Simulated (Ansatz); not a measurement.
La2S3 in space group Pnma (No. 62; Pearson symbol oP20), the program Ansatz at the PBE level (PAW), all energies at zero smearing, with the estimated change up to a 700 eV cutoff added, with one set of potentials and settings (totals compare only within such a set). Cell of 20 atoms (8 La, 12 S): -60871.307 eV.

```
element                reference phase  E (eV/atom)
-------  -----------------------------  -----------
La       P6_3/mmc, 4 atoms in the cell   -6250.3045
S           Fddd, 32 atoms in the cell    -902.0602
```

Formation energy per atom, worked out: (-60871.307 − 8×(-6250.3045) − 12×(-902.0602))/20 = -2.207 eV/atom (-213 kJ per mol of atoms), at 0 K, without zero-point energy or fitted corrections.

The workflow started from a Materials Project entry (that database holds measured and hypothetical structures alike); the Crystallography Open Database files this formula in space group No. 62, but the cells were not matched. Its standing as an ambient phase is unchecked. The cell was relaxed with PBE under the symmetry of its start; whether a distortion lowers the energy is not shown. The references are the lowest solids computed at this level, not always the standard phases. Spin–orbit coupling is left out wherever it is not named.

Potentials: the earlier of the program's two PAW sets.
